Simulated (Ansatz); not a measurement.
Computed properties of ReC

ReC:
Space group Fm-3m (No. 225); a = b = c = 4.347 Å, α = β = γ = 90.00°

| atom | site | symmetry | x | y | z |
|---|---|---|---|---|---|
| Re | 4a | m-3m | 0.0000 | 0.0000 | 0.0000 |
| C | 4b | m-3m | 0.5000 | 0.5000 | 0.5000 |
(The calculation used a cell of 2 atoms; values per cell refer to that cell.)

Space group Fm-3m (No. 225), rock salt; conventional cell a = b = c = 4.347 Å, α = β = γ = 90.00°.

Method: PBE (plane waves, PAW; program Ansatz). The cell and atoms are relaxed at this level. Other levels are named where they apply.

Cell and energy:

| Item | Result |
|---|---|
| Volume per atom | 10.27 Å³ |
| Density | 16.03 g/cm³ |
| Formation energy from the elements (no fitted shifts) | 89 kJ/mol of atoms |

Electronic structure:

| Property | Value |
|---|---|
| Electronic character | metallic (no gap) |
| Density of states at the Fermi level | 1.1 states/eV per atom (mean over ±0.08 eV) |
| Gap with spin–orbit coupling | none (metallic) |

Mechanics:

| Quantity | Value |
|---|---|
| Bulk modulus (Birch–Murnaghan fit) | 369 GPa |
| Pressure derivative B′ | 4.5 |

The start of the workflow was typed in or built on a structure type; neither database checked (COD, Materials Project) lists it. Whether it is the stable phase at ambient conditions was not checked. The cell was relaxed with PBE under the symmetry of its start; its stability against distortions is not shown here. The run is not spin-polarised. Its formation energy is positive at this level, so the cell may be metastable or incomplete. The references are the lowest solids computed at this level, not always the standard phases. Scalar-relativistic: spin–orbit coupling is off unless named, which matters more the heavier the elements.

Potentials: the earlier of the program's two PAW sets.
